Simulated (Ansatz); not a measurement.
GaP:
Space group F-43m (No. 216); a = b = c = 5.506 Å, α = β = γ = 90.00°

```csv
atom,site,symmetry,x,y,z
P,4c,-43m,0.2500,0.2500,0.2500
Ga,4a,-43m,0.0000,0.0000,0.0000
```
(The calculation used a cell of 2 atoms; values per cell refer to that cell.)

Relaxed with PBE.

### Question
Which orbitals make up the states near the band edges in plane-wave PAW PBE (Ansatz code)?

### Answer
Top 1 eV of the valence band: P 3p 77 %, Ga 4p 19 %. Bottom 1 eV of the conduction band: Ga 4p 29 %, Ga 4s 23 %, P 3p 21 %, P 3s 16 %, outside the projected shells 10 %. Projections are on Löwdin-orthogonalised atomic valence shells; empty p or d shells of many metals are not among them.

### Question
Tabulate the density of states.

### Answer
States/eV per cell of 2 atoms, in 0.25 eV bins, energy from the valence-band maximum.

```
E (eV)  total  P 3p  Ga 4p  Ga 4s
------  -----  ----  -----  -----
-7.85    0.00  0.00   0.00   0.00
-7.60    0.00  0.00   0.00   0.00
-7.35    0.00  0.00   0.00   0.00
-7.10    0.00  0.00   0.00   0.00
-6.85    0.00  0.00   0.00   0.00
-6.60    0.13  0.06   0.00   0.07
-6.35    1.84  0.81   0.13   0.83
-6.10    1.59  0.69   0.17   0.63
-5.85    0.87  0.37   0.09   0.31
-5.60    0.61  0.27   0.07   0.20
-5.35    0.49  0.22   0.06   0.15
-5.10    0.39  0.17   0.04   0.12
-4.85    0.33  0.15   0.04   0.09
-4.60    0.29  0.13   0.03   0.08
-4.35    0.23  0.11   0.03   0.06
-4.10    0.21  0.10   0.02   0.05
-3.85    0.33  0.18   0.08   0.04
-3.60    1.26  0.73   0.43   0.05
-3.35    1.14  0.67   0.37   0.06
-3.10    1.09  0.64   0.34   0.06
-2.85    1.21  0.73   0.38   0.06
-2.60    1.54  0.96   0.48   0.05
-2.35    1.62  1.04   0.49   0.05
-2.10    1.56  1.02   0.45   0.04
-1.85    1.48  0.99   0.41   0.03
-1.60    1.45  1.00   0.39   0.03
-1.35    1.42  1.01   0.36   0.02
-1.10    1.23  0.90   0.29   0.01
-0.85    0.75  0.57   0.16   0.01
-0.60    0.51  0.39   0.09   0.01
-0.35    0.32  0.26   0.05   0.00
-0.10    0.10  0.08   0.01   0.00
0.15     0.00  0.00   0.00   0.00
0.40     0.00  0.00   0.00   0.00
0.65     0.00  0.00   0.00   0.00
0.90     0.00  0.00   0.00   0.00
1.15     0.00  0.00   0.00   0.00
1.40     0.00  0.00   0.00   0.00
1.65     0.04  0.01   0.01   0.01
1.90     0.35  0.06   0.12   0.08
2.15     0.74  0.15   0.22   0.17
2.40     1.15  0.26   0.32   0.28
2.65     1.76  0.45   0.47   0.42
2.90     1.96  0.55   0.51   0.47
3.15     1.30  0.38   0.33   0.29
3.40     0.92  0.29   0.22   0.19
3.65     0.93  0.25   0.29   0.14
3.90     0.87  0.19   0.36   0.10
4.15     0.92  0.18   0.45   0.08
4.40     1.60  0.32   0.84   0.09
4.65     2.25  0.50   1.10   0.12
4.90     1.37  0.33   0.66   0.08
5.15     1.12  0.27   0.55   0.06
5.40     1.46  0.35   0.66   0.07
5.65     1.49  0.34   0.66   0.06
5.90     1.32  0.28   0.58   0.05
6.15     1.45  0.32   0.62   0.06
6.40     0.91  0.19   0.39   0.03
```

The PBE relaxation kept the symmetry of its start; phonons on a q-mesh show no instability. Spin–orbit coupling is left out wherever it is not named.

Potentials: the later of the program's two PAW sets.
